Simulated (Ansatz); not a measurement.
Relaxed-ion elastic tensor of Al in space group P6_3/mmc (No. 194; Al on 4f, Al on 2b, Al on 4f, Al on 2a) in GPa (Voigt order), r²SCAN (plane waves, PAW; program Ansatz); density 2.81 g/cm³, 15.94 Å³ per atom.

```
 146  67.7  62.4   0.0   0.0   0.0
67.7   146  62.4   0.0   0.0   0.0
62.4  62.4   151   0.0   0.0   0.0
 0.0   0.0   0.0  37.9   0.0   0.0
 0.0   0.0   0.0   0.0  37.9   0.0
 0.0   0.0   0.0   0.0   0.0  39.3
```

### Question
Is the crystal mechanically stable?

### Answer
Yes: the smallest eigenvalue of C is 37.9 GPa.

### Question
Work out the Voigt, Reuss and Hill averages.

### Answer
K_V = 92.1, K_R = 92.1, K_H = 92.1; G_V = 39.8, G_R = 39.6, G_H = 39.7 GPa.

### Question
Give Young's modulus, Poisson's ratio, Pugh's ratio and the universal anisotropy index.

### Answer
E = 9KG/(3K + G) = 104 GPa; ν = 0.31; K/G = 2.32 (ductile by the Pugh limit of 1.75); A_U = 5G_V/G_R + K_V/K_R − 6 = 0.02.

### Question
Estimate the sound speeds and the Debye temperature.

### Answer
v_l = √((K + 4G/3)/ρ) = 7180 m/s, v_t = √(G/ρ) = 3760 m/s, mean 4200 m/s; Θ = (h/k)(3n/4πV)^(1/3) v_m = 497 K.

### Question
How much does each axis shrink under pressure?

### Answer
Linear compressibilities β_i = Σ_j S_ij (j = 1 to 3): x 3.6, y 3.6, z 3.6 per TPa.

The start of the workflow was typed in or built on a structure type; the Crystallography Open Database copy checked does not list it. It is not the phase usual at ambient conditions (space group No. 225). The cell was relaxed with r²SCAN under the symmetry of its start; whether a distortion lowers the energy is not shown. As this level gives no gap, shear constants depend on the k-mesh and smearing (Fermi–Dirac, 0.1 eV here).

Potentials: the later of the program's two PAW sets.
